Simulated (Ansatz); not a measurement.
# Hf6Al2Ag, a known structure type with other elements, at an estimated volume

```yaml
crystal:
  lattice:
    - [8.26204, 0.00000, 0.00000]
    - [-4.13102, 7.15513, 0.00000]
    - [0.00000, 0.00000, 3.50511]
  atoms:
    - { symbol: Hf, position: [0.25310, 0.00000, 0.50000] }
    - { symbol: Hf, position: [0.74690, 0.74690, 0.50000] }
    - { symbol: Hf, position: [0.00000, 0.25310, 0.50000] }
    - { symbol: Al, position: [0.33330, 0.66670, 0.50000] }
    - { symbol: Al, position: [0.66670, 0.33330, 0.50000] }
    - { symbol: Ag, position: [0.00000, 0.00000, 0.00000] }
    - { symbol: Hf, position: [0.60350, 0.00000, 0.00000] }
    - { symbol: Hf, position: [0.39650, 0.39650, 0.00000] }
    - { symbol: Hf, position: [0.00000, 0.60350, 0.00000] }
```

Level: LDA, no spin polarisation; 420 eV; 5×5×10 Γ-centred mesh; fermi-dirac occupations (width 0.1 eV); Ansatz 0.2.0, fixed geometry.

- Contacts: Hf–Ag at 2.73 Å: least valence density 0.32 e/Å³ and ELF 0.21 there. Hf–Hf at 3.37 Å: least valence density 0.15 e/Å³ and ELF 0.28 there. Al–Hf at 3.08 Å is left out, since its least density falls inside a PAW sphere. These are pseudo-fields; inside the PAW spheres they differ from the all-electron ones.
- Electronic structure: It is a metal, with about 9.9 states/eV a cell as the mean within 0.25 eV of the Fermi level, mostly Hf d (81 %).
- Charges: Bader charges in e: Hf +0.51 to +0.66, Al -0.86, Ag -1.78. In the mean Hf gives up most and Ag takes most.
- Formation energy: 0.08 eV an atom against the elements' usual phases (free molecules for gases, crystals otherwise, with no correction for O₂ or N₂), so at this geometry it isn't bound against them. Relaxing would lower it.

Origin: a known structure type with other elements, at an estimated volume, so it need not be a known compound.
